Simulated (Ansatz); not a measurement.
Relaxed Se (trigonal-Se type, space group P3_121):

```yaml
crystal:
  lattice:
    - [9.06910, 0.00000, 0.00000]
    - [-2.26727, 3.92703, 0.00000]
    - [0.00000, 0.00000, 5.04146]
  atoms:
    - { symbol: Se, position: [0.10907, 0.00000, 0.83333] }
    - { symbol: Se, position: [0.60907, 0.00000, 0.83333] }
    - { symbol: Se, position: [0.00000, 0.21814, 0.16667] }
    - { symbol: Se, position: [0.50000, 0.21814, 0.16667] }
    - { symbol: Se, position: [0.39093, 0.78186, 0.50000] }
    - { symbol: Se, position: [0.89093, 0.78186, 0.50000] }
```

The atoms are displaced by Q × the pattern below (from a DFPT mode at M = (0.5, 0.0, 0.0), largest move 1; Q in Å), at fixed cell. (q is in reciprocal vectors of the primitive cell; the cell shown is doubled to hold the pattern.)

| atom | x | y | z |
|---|---|---|---|
| Se1 | -0.503 | 0.708 | 0.050 |
| Se2 | 0.503 | -0.708 | -0.050 |
| Se3 | -0.500 | 0.866 | 0.000 |
| Se4 | 0.500 | -0.866 | 0.000 |
| Se5 | 0.362 | -0.790 | 0.050 |
| Se6 | -0.362 | 0.790 | -0.050 |

The numbers are results of PBE (plane waves to 420 eV, PAW, scalar-relativistic; Ansatz, an electronic-structure program), not measurements. k mesh 4×8×7 (Γ-centred), Fermi-Dirac smearing 0.05 eV. E stands for the smeared free energy. Se was relaxed with its symmetry unable to fall. ΔE is measured from the undisplaced structure.

| Q (Å) | ΔE (meV/cell) |
|---|---|
| -0.2800 | 67.8 |
| -0.2333 | 46.7 |
| -0.1867 | 29.6 |
| -0.1400 | 16.6 |
| -0.0933 | withheld |
| -0.0467 | 1.8 |
| 0.0000 | 0.0 |
| 0.0467 | 1.8 |
| 0.0933 | withheld |
| 0.1400 | 16.6 |
| 0.1867 | 29.6 |
| 0.2333 | 46.7 |
| 0.2800 | 67.8 |

### Question
Fit an even polynomial form (powers 2, 4) to the given rows and predict ΔE at Q = 0.0933.

### Answer
Least squares on the 11 given rows: ΔE = (839.4)·Q² + (326.6)·Q⁴, in meV/cell with Q in Å; root-mean-square residual 0.04 meV/cell. At 0.0933 the fit gives 7.3 meV/cell; the calculation gives 7.3 meV/cell, the same to the digits shown. The quadratic term alone would give 7.3 meV/cell.

(For displaced atoms, the force is minus the slope of the energy, and its curvature is a force constant, which sets phonon frequencies.)
